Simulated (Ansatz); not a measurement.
Phonons of CdSe (wurtzite) at Γ, M = (0.5, 0.0, 0.0), A = (0.0, 0.0, 0.5), L = (0.5, 0.0, 0.5).

CdSe (wurtzite)

```xyz
4
Lattice="4.3827 0.0000 0.0000 -2.1914 3.7955 0.0000 0.0000 0.0000 7.1545" Properties=species:S:1:pos:R:3 pbc="T T T"
Cd     2.1914     1.2652     0.0034
Cd     0.0000     2.5304     3.5806
Se     2.1914     1.2652     4.4696
Se     0.0000     2.5304     0.8924
```

The numbers are results of PBE (plane waves to 420 eV, PAW, scalar-relativistic; Ansatz, a quantum-chemistry and plane-wave program), not measurements. Harmonic phonons by density-functional perturbation theory on a 10×10×6 k mesh, in cm⁻¹; i marks imaginary ones, q is in fractions of the reciprocal vectors of the cell shown, and the three acoustic modes at Γ are left out. The non-analytic (LO-TO) term is not included, so polar modes at Γ have their transverse values. CdSe was relaxed with its symmetry unable to fall.

| q | wavenumbers (cm⁻¹) |
|---|---|
| Γ | 35 (×2), 117, 152, 156 (×2), 159 (×2), 173 |
| M = (0.5, 0.0, 0.0) | 34, 43, 49, 54, 108, 124, 158, 161, 161, 168, 172, 179 |
| A = (0.0, 0.0, 0.5) | 28 (×4), 80 (×2), 157 (×4), 184 (×2) |
| L = (0.5, 0.0, 0.5) | 40 (×2), 41 (×2), 123 (×2), 164 (×2), 165 (×2), 170 (×2) |

The structure shows no imaginary mode at these points (lowest 28 cm⁻¹ at A = (0.0, 0.0, 0.5)); other wave vectors were not tested.

Highest mode: 184 cm⁻¹ at A = (0.0, 0.0, 0.5).
